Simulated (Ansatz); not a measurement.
Input file for Ansatz (a first-principles code):

Ansatz 0.2 input:
```yaml
crystal:
  lattice:
    - [0.0, 1.988065836, 1.988065836]
    - [1.988065836, 0.0, 1.988065836]
    - [1.988065836, 1.988065836, 0.0]
  atoms:
    - { symbol: Al, position: [0.0, 0.0, 0.0] }
kpoints:
  mp_grid: { grid: [37, 37, 37] }
hamiltonian:
  xc: r2scan
  dispersion: d4
  pseudopotentials: { kind: paw }
scf:
  occupations: { method: fermi_dirac, width: 0.1 }
elastic: { mode: relaxed_ion, stencil: two_point, amplitude: 0.005, f_tol: 0.0005 }
```

Output (shortened):

```
Pseudopotential: Al, paw, valence charge 3
Functional definition: r2SCAN
Crystal: 1 atoms, lattice volume = 15.715 Å³
Basis set: ecut = 500 eV, 411 PW (Γ), exchange–correlation on 96×96×96 points (64 copies of the dense FFT grid, shifted against one another)
Bands: 6, of which v1, the nominal top of the filled ones, is band 2 counted from 1 (1 counted from 0)
Symmetry: 48 space group operations
Space group: Fm-3m (ITA 225), of the structure as read, at distance tolerance 2.5e-5 Å
k-points: 1330 of 50653
SCF iter   1: F=—  HF=-540.532384 eV  |F-HF|=—  |Δ(HF+E_count)|=         —  Δρ=3.23e-3  dr2=1.79e-3  dr2_τ=5.20e-3  ethr=1.77e-3  ⟨swp⟩=4.8  Hψ=69234  notcnv=0
preconditioner: auto → none
SCF iter   2: F=—  HF=-540.539793 eV  |F-HF|=—  |Δ(HF+E_count)|=   7.41e-3  Δρ=2.29e-3  dr2=8.91e-4  dr2_τ=2.48e-6  ethr=5.96e-5  ⟨swp⟩=2.0  Hψ=26254  notcnv=0  defer=340
SCF iter   3: F=—  HF=-540.539731 eV  |F-HF|=—  |Δ(HF+E_count)|=   6.19e-5  Δρ=1.30e-3  dr2=2.76e-4  dr2_τ=7.60e-7  ethr=2.97e-5  ⟨swp⟩=1.0  Hψ=7641  notcnv=0  defer=340
SCF iter   4: F=—  HF=-540.539709 eV  |F-HF|=—  |Δ(HF+E_count)|=   2.16e-5  Δρ=4.62e-4  dr2=3.41e-5  dr2_τ=4.39e-8  ethr=9.20e-6  ⟨swp⟩=1.0  Hψ=7637  notcnv=0  defer=340
SCF iter   5: F=—  HF=-540.539708 eV  |F-HF|=—  |Δ(HF+E_count)|=   1.37e-6  Δρ=9.36e-5  dr2=1.38e-6  dr2_τ=1.62e-9  ethr=1.14e-6  ⟨swp⟩=1.0  Hψ=7637  notcnv=0  defer=340
SCF iter   6: F=—  HF=-540.539708 eV  |F-HF|=—  |Δ(HF+E_count)|=   6.39e-8  Δρ=1.21e-5  dr2=2.34e-8  dr2_τ=3.17e-11  ethr=4.61e-8  ⟨swp⟩=1.0  Hψ=7640  notcnv=0  defer=340
SCF iter   7: F=—  HF=-540.539708 eV  |F-HF|=—  |Δ(HF+E_count)|=   2.69e-8  Δρ=1.01e-6  dr2=1.66e-10  dr2_τ=2.18e-13  ethr=7.78e-10  ⟨swp⟩=1.0  Hψ=7639  notcnv=0  defer=340
SCF iter   8: F=—  HF=-540.539708 eV  |F-HF|=—  |Δ(HF+E_count)|=  3.94e-11  Δρ=5.64e-8  dr2=4.88e-13  dr2_τ=1.79e-15  ethr=5.52e-12  ⟨swp⟩=1.6  Hψ=8800  notcnv=0  defer=340
SCF iter   9: F=-540.539708 eV  HF=-540.539708 eV  |F-HF|=4.55e-13  |Δ(HF+E_count)|=  3.41e-13  Δρ=4.76e-9  dr2=3.43e-15  dr2_τ=8.10e-18  ethr=1.00e-12  ⟨swp⟩=4.8  Hψ=23144  notcnv=0
SCF 1 converged in 9 iterations: F = -540.539708 eV  dr2 = 3.43e-15
Crystal: 1 atoms, lattice volume = 15.715 Å³
iter 1 solved again at ethr=1.00e-12 eV; its pass at ethr=3.10e-3 eV (dr2=3.14e-15 eV) is discarded
SCF iter   1: F=—  HF=-540.539708 eV  |F-HF|=—  |Δ(HF+E_count)|=         —  Δρ=4.76e-9  dr2=3.43e-15  dr2_τ=8.06e-18  ethr=1.00e-12  ⟨swp⟩=1.0  Hψ=72309  notcnv=0
preconditioner: auto → none
SCF iter   2: F=-540.539708 eV  HF=-540.539708 eV  |F-HF|=4.55e-13  |Δ(HF+E_count)|=  3.41e-13  Δρ=2.36e-9  dr2=8.24e-16  dr2_τ=8.65e-19  ethr=1.00e-12  ⟨swp⟩=3.0  Hψ=16031  notcnv=0
SCF 2 converged in 2 iterations: F = -540.539708 eV  dr2 = 8.24e-16
Crystal: 1 atoms, lattice volume = 15.637 Å³
Symmetry: 16 space group operations
k-points: 3610 of 50653
iter 1 solved again at ethr=6.69e-8 eV; its pass at ethr=3.10e-3 eV (dr2=2.01e-6 eV) is discarded
SCF iter   1: F=—  HF=-540.539464 eV  |F-HF|=—  |Δ(HF+E_count)|=         —  Δρ=1.27e-4  dr2=2.18e-6  dr2_τ=2.24e-6  ethr=6.69e-8  ⟨swp⟩=2.0  Hψ=208424  notcnv=0  defer=15
preconditioner: auto → none
SCF iter   2: F=—  HF=-540.539463 eV  |F-HF|=—  |Δ(HF+E_count)|=   1.37e-6  Δρ=7.66e-5  dr2=8.45e-7  dr2_τ=9.14e-9  ethr=6.69e-8  ⟨swp⟩=2.0  Hψ=26306  notcnv=0  defer=15
SCF iter   3: F=—  HF=-540.539462 eV  |F-HF|=—  |Δ(HF+E_count)|=   5.93e-7  Δρ=1.28e-5  dr2=2.32e-8  dr2_τ=3.22e-10  ethr=2.82e-8  ⟨swp⟩=1.2  Hψ=21484  notcnv=0  defer=15
SCF iter   4: F=—  HF=-540.539462 eV  |F-HF|=—  |Δ(HF+E_count)|=   2.56e-9  Δρ=4.79e-6  dr2=3.11e-9  dr2_τ=1.84e-11  ethr=7.73e-10  ⟨swp⟩=1.0  Hψ=20779  notcnv=0  defer=15
SCF iter   5: F=—  HF=-540.539462 eV  |F-HF|=—  |Δ(HF+E_count)|=  4.25e-10  Δρ=2.82e-7  dr2=9.90e-12  dr2_τ=3.07e-14  ethr=1.04e-10  ⟨swp⟩=1.0  Hψ=20781  notcnv=0  defer=15
SCF iter   6: F=-540.539462 eV  HF=-540.539462 eV  |F-HF|=0.00e0  |Δ(HF+E_count)|=  3.30e-12  Δρ=1.96e-8  dr2=3.65e-14  dr2_τ=5.06e-16  ethr=1.00e-12  ⟨swp⟩=2.4  Hψ=65027  notcnv=0
SCF 3 converged in 6 iterations: F = -540.539462 eV  dr2 = 3.65e-14
Crystal: 1 atoms, lattice volume = 15.794 Å³
iter 1 solved again at ethr=4.09e-10 eV; its pass at ethr=3.10e-3 eV (dr2=1.23e-8 eV) is discarded
SCF iter   1: F=—  HF=-540.539592 eV  |F-HF|=—  |Δ(HF+E_count)|=         —  Δρ=1.16e-5  dr2=1.25e-8  dr2_τ=4.67e-10  ethr=4.09e-10  ⟨swp⟩=1.9  Hψ=207533  notcnv=0  defer=16
preconditioner: auto → none
SCF iter   2: F=—  HF=-540.539592 eV  |F-HF|=—  |Δ(HF+E_count)|=   1.40e-8  Δρ=5.78e-6  dr2=3.07e-9  dr2_τ=1.14e-10  ethr=4.09e-10  ⟨swp⟩=1.0  Hψ=20784  notcnv=0  defer=16
SCF iter   3: F=—  HF=-540.539592 eV  |F-HF|=—  |Δ(HF+E_count)|=   5.03e-9  Δρ=1.86e-7  dr2=4.47e-12  dr2_τ=8.86e-14  ethr=1.02e-10  ⟨swp⟩=1.0  Hψ=20784  notcnv=0  defer=16
SCF iter   4: F=—  HF=-540.539592 eV  |F-HF|=—  |Δ(HF+E_count)|=  2.84e-12  Δρ=8.14e-8  dr2=7.80e-13  dr2_τ=8.25e-15  ethr=1.00e-12  ⟨swp⟩=4.0  Hψ=48678  notcnv=0
SCF iter   5: F=-540.539592 eV  HF=-540.539592 eV  |F-HF|=1.14e-13  |Δ(HF+E_count)|=  5.68e-13  Δρ=2.65e-9  dr2=6.23e-16  dr2_τ=5.18e-17  ethr=1.00e-12  ⟨swp⟩=2.1  Hψ=63557  notcnv=0
SCF 4 converged in 5 iterations: F = -540.539592 eV  dr2 = 6.23e-16
Crystal: 1 atoms, lattice volume = 15.715 Å³
Symmetry: 8 space group operations
k-points: 6859 of 50653
iter 1 solved again at ethr=3.70e-7 eV; its pass at ethr=3.10e-3 eV (dr2=1.11e-5 eV) is discarded
SCF iter   1: F=—  HF=-540.539651 eV  |F-HF|=—  |Δ(HF+E_count)|=         —  Δρ=2.38e-4  dr2=1.06e-5  dr2_τ=1.51e-7  ethr=3.70e-7  ⟨swp⟩=1.3  Hψ=388195  notcnv=0  defer=24
preconditioner: auto → none
SCF iter   2: F=—  HF=-540.539649 eV  |F-HF|=—  |Δ(HF+E_count)|=   2.17e-6  Δρ=1.01e-4  dr2=1.88e-6  dr2_τ=5.24e-10  ethr=3.54e-7  ⟨swp⟩=1.0  Hψ=39538  notcnv=0  defer=24
SCF iter   3: F=—  HF=-540.539648 eV  |F-HF|=—  |Δ(HF+E_count)|=   4.60e-7  Δρ=1.95e-6  dr2=2.33e-10  dr2_τ=4.14e-12  ethr=6.28e-8  ⟨swp⟩=1.0  Hψ=39536  notcnv=0  defer=24
SCF iter   4: F=—  HF=-540.539648 eV  |F-HF|=—  |Δ(HF+E_count)|=   2.40e-8  Δρ=3.79e-7  dr2=1.15e-11  dr2_τ=2.32e-13  ethr=7.78e-12  ⟨swp⟩=2.0  Hψ=50445  notcnv=0  defer=24
SCF iter   5: F=—  HF=-540.539648 eV  |F-HF|=—  |Δ(HF+E_count)|=  2.42e-11  Δρ=7.48e-8  dr2=3.43e-13  dr2_τ=4.82e-15  ethr=3.83e-13 (applied; sched 1.00e-12)  ⟨swp⟩=2.0  Hψ=50344  notcnv=0  defer=244
SCF iter   6: F=-540.539648 eV  HF=-540.539648 eV  |F-HF|=2.27e-13  |Δ(HF+E_count)|=  9.09e-13  Δρ=1.14e-8  dr2=6.52e-15  dr2_τ=1.00e-16  ethr=1.00e-12  ⟨swp⟩=3.9  Hψ=91629  notcnv=0
SCF 5 converged in 6 iterations: F = -540.539648 eV  dr2 = 6.52e-15
Crystal: 1 atoms, lattice volume = 15.715 Å³
iter 1 solved again at ethr=6.33e-11 eV; its pass at ethr=3.10e-3 eV (dr2=1.90e-9 eV) is discarded
SCF iter   1: F=—  HF=-540.539648 eV  |F-HF|=—  |Δ(HF+E_count)|=         —  Δρ=4.86e-6  dr2=1.84e-9  dr2_τ=5.22e-11  ethr=6.33e-11  ⟨swp⟩=1.7  Hψ=392204  notcnv=0  defer=28
preconditioner: auto → none
SCF iter   2: F=—  HF=-540.539648 eV  |F-HF|=—  |Δ(HF+E_count)|=   2.63e-9  Δρ=2.37e-6  dr2=4.19e-10  dr2_τ=2.46e-11  ethr=6.15e-11  ⟨swp⟩=1.0  Hψ=39535  notcnv=0  defer=28
SCF iter   3: F=—  HF=-540.539648 eV  |F-HF|=—  |Δ(HF+E_count)|=   1.00e-9  Δρ=8.14e-8  dr2=6.44e-13  dr2_τ=1.65e-14  ethr=1.40e-11  ⟨swp⟩=1.0  Hψ=39536  notcnv=0  defer=28
SCF iter   4: F=-540.539648 eV  HF=-540.539648 eV  |F-HF|=2.27e-13  |Δ(HF+E_count)|=  6.82e-13  Δρ=2.30e-8  dr2=5.57e-14  dr2_τ=4.41e-16  ethr=1.00e-12  ⟨swp⟩=4.0  Hψ=91797  notcnv=0
SCF 6 converged in 4 iterations: F = -540.539648 eV  dr2 = 5.57e-14
SCF converged after 2 iterations
Free energy (F): -540.539708 eV
Harris-Foulkes:  -540.539708 eV  (|F-HF|=4.55e-13)
Internal energy: -540.527892 eV  (E = F + TS)
E sigma→0 (E₀):  -540.533800 eV
Entropy (-TS):   -0.011816 eV (-11.816 meV/atom)
Fermi energy:    8.500295 eV
--- Per-component energies (eV) ---
  E_band       = 10.905009
  E_kinetic    = 23.747721
  E_local      = 11.005005  (includes V_loc(G=0)·N_el)
  E_nonlocal   = 9.644843
  E_hartree    = 0.129609
  E_xc         = -37.009338
  E_vxc        = -31.543768  (∫ρ·V_xc dr)
  E_paw        = -473.143093  (= ΣΔE_a)
  E_vpaw       = -3.437349  (= ΣTr[D̂ρ^β])
  E_aug_tail   = -0.000001  (compensation charges beyond the density's cutoff)
  E_vtau       = 1.229340  (kinetic-family band-sum trace: ∫τ·v_τ [+ j·A + Jᵃ·Aᵃ] dr)
  E_ewald      = -74.718790
  E_disp       = -0.123739  (pairwise vdW)
  E_core_change = -0.060108  (= ΣΔE_core)
  E_smearing   = -0.011816  (= −TS)
  E_closure    = 0.000000  (closes the sum)
  Σ components = -540.539708   (vs F -540.539708, Δ=0.00e0)
  [band-id]    e_kinetic+e_local+e_nonlocal+2·e_hartree+e_vxc+e_vpaw+e_augmentation_tail+e_vtau = 10.905009   (vs E_band 10.905009, Δ=-1.05e-10)
--- Forces (eV/Å), atoms counted from 1 ---
  atom   1  Al     0.00000000     0.00000000     0.00000000
  max |Σ_I F_I| component: 0.0 eV/Å
--- Stress (GPa, compression-positive) ---
        0.127686       0.000000       0.000000
        0.000000       0.127686       0.000000
        0.000000       0.000000       0.127686
  P = ⅓ Tr σ = 0.1277 GPa (1.277 kbar)
--- Band table (eV; the first three rows and the last of 1330) ---
  k-point 0: bands = ["-3.6978", "22.0476", "22.0476", "22.0476", "24.4122", "24.4122"]
  k-point 1: bands = ["-3.6761", "21.5835", "21.9840", "21.9840", "24.5105", "24.5105"]
  k-point 2: bands = ["-3.6108", "20.6058", "21.8199", "21.8199", "24.7782", "24.7782"]
  k-point 1329: bands = ["7.2088", "7.6103", "8.5438", "10.3544", "25.3471", "25.9358"]
--- Elastic constants: 2 strain directions × 2 members + reference (group order 48) ---
  dense FFT box of the reference and of every strained cell: 24×24×24
  strains applied: 11, 23; error gains: componentwise 1.00 (the most a stress slope's error grows in a printed constant), spectral 1.73 (1 for all six strains …
  pairwise dispersion correction: d4 (s6 = 1.0, s8 = 0.6018749, s9 = 1.0, a1 = 0.51559235, a2_bohr = 5.77342911), with the weights of each atom's references …
  C = ∂σ_k/∂η_j (tension-positive GPa; Voigt order 11 22 33 23 13 12):
       147.263     70.025     70.025      0.000      0.000      0.000
        70.025    147.263     70.025      0.000      0.000      0.000
        70.025     70.025    147.263      0.000      0.000      0.000
         0.000      0.000      0.000     48.638      0.000      0.000
         0.000      0.000      0.000      0.000     48.638      0.000
         0.000      0.000      0.000      0.000      0.000     48.638
  reference stress σ⁰ (GPa):     -0.128     -0.128     -0.128      0.000      0.000      0.000
  C* (energy form; C + prestress term) asymmetry max|C*_kj − C*_jk| = 5.684e-14 GPa — a small one proves nothing (zero by symmetry where the batch's group is …
  moduli (Voigt/Reuss/Hill, GPa): K = 95.77/95.77/95.77   G = 44.63/44.07/44.35   E = 115.25   ν = 0.299
  mechanically stable: yes (min eigenvalue of sym C = 48.64 GPa)
  where every solve meets its electron count the energy-path curvature estimates C_jj along a normal strain and C_jj − ¼(σ⁰_aa + σ⁰_bb) along a shear (ab), of …
  strain η (Voigt 11):  stress-route row diagonal C_11 = 147.26 GPa, energy-path curvature d²(F+E_count+ΔE)/dδ²/Ω₀ = 147.20 GPa
         δ    σ_11 (GPa)             F (eV)   n_scf  n_hpsi   n_pw
    -5.000e-3      -0.8775        -540.5394624       6  406145    411   relax 0 steps, max|allowed force component| 0.00e0 eV/Å
     5.000e-3       0.5951        -540.5395921       5  404682    415   relax 0 steps, max|allowed force component| 0.00e0 eV/Å
  strain η (Voigt 23):  stress-route row diagonal C_44 = 48.64 GPa, energy-path curvature d²(F+E_count+ΔE)/dδ²/Ω₀ = 48.65 GPa
         δ    σ_23 (GPa)             F (eV)   n_scf  n_hpsi   n_pw
    -5.000e-3      -0.2432        -540.5396481       6  742047    415   relax 0 steps, max|allowed force component| 0.00e0 eV/Å
     5.000e-3       0.2432        -540.5396481       4  645436    415   relax 0 steps, max|allowed force component| 0.00e0 eV/Å
```

Cost: roughly 6 core-minutes on shared cores.

Symmetry was held in the r²SCAN+D4 relaxation. The pairwise dispersion correction was not fitted to metals. As this level gives no gap, shear constants depend on the k-mesh and smearing (Fermi–Dirac, 0.1 eV here).

Potentials: the later of the program's two PAW sets.

Ansatz is a plane-wave DFT program.
